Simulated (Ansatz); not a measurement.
**Structure relaxation, MgS**

The start is a generated trial cell of MgS in the AFLOW prototype AB_oP8_62_c_c (B16, as in GeS). A full variable-cell relaxation at zero pressure is run with r2SCAN (plane waves to 500 eV, PAW, scalar-relativistic; Ansatz, an electronic-structure program).

Ansatz input (later rounds restart from its end on a renewed k-mesh):
Ansatz 0.2 input:
```yaml
crystal:
  lattice:
    - [10.6495201, 0, 0]
    - [0, 3.7201778, 0]
    - [0, 0, 4.3844953]
  atoms:
    - { symbol: Mg, position: [0.375, 0.25, 0.333] }
    - { symbol: Mg, position: [0.875, 0.25, 0.167] }
    - { symbol: Mg, position: [0.625, 0.75, 0.667] }
    - { symbol: Mg, position: [0.125, 0.75, 0.833] }
    - { symbol: S, position: [0.139, 0.25, 0.389] }
    - { symbol: S, position: [0.639, 0.25, 0.111] }
    - { symbol: S, position: [0.861, 0.75, 0.611] }
    - { symbol: S, position: [0.361, 0.75, 0.889] }
basis: { ecutwfc: 500, ecutrho_ratio: 4, xc_grid: 4, fft_grid_basis: typed }
kpoints: { mp_grid: { grid: [3, 9, 8] } }
hamiltonian:
  xc: r2scan
  dispersion: none
  pseudopotentials: { kind: paw }
scf: { occupations: { method: fermi_dirac, width: 0.05 } }
relax: { f_tol: 0.01, max_steps: 100, cell: { stress_tol: 0.02 } }
output: { forces: true, stress: true }
```

* **Initial pressure**: -8.5 GPa (negative: the cell is under tension)
* **Largest initial force**: 0.80 eV/Å, on Mg1, Mg2, Mg3, Mg4 (atoms numbered as listed)
* **Outcome**: The space group goes from Pnma (No. 62) to Fm-3m (No. 225); the end is rock salt type, with 2 atoms in the primitive cell
* **Energy released**: 0.45 eV/atom
* **Volume change**: -18.9 %, from 21.71 to 17.61 Å³/atom
* **Shortest distances (start → end)**: The closest pairs of elements (up to four, under 3.6 Å), start → end: Mg–S 2.53 → 2.60 Å; Mg–Mg 3.56 → 3.68 Å
* **Band gap at the end**: 3.46 eV, indirect (valence top at Γ, conduction bottom at X) (no spin-orbit coupling)
* **Optimiser moves**: 6

It ends as:

Space group Fm-3m (No. 225); a = b = c = 5.203 Å, α = β = γ = 90.00°

| atom | site | symmetry | x | y | z |
|---|---|---|---|---|---|
| Mg | 4a | m-3m | 0.0000 | 0.0000 | 0.0000 |
| S | 4b | m-3m | 0.5000 | 0.5000 | 0.5000 |
(The calculation used a cell of 2 atoms; values per cell refer to that cell.)

Final values are on a 11×11×11 k-mesh of the relaxed cell. No spin polarisation in the result.

The run could not lose the symmetry of its start; a randomly shaken copy of 4 atoms returns to this structure.
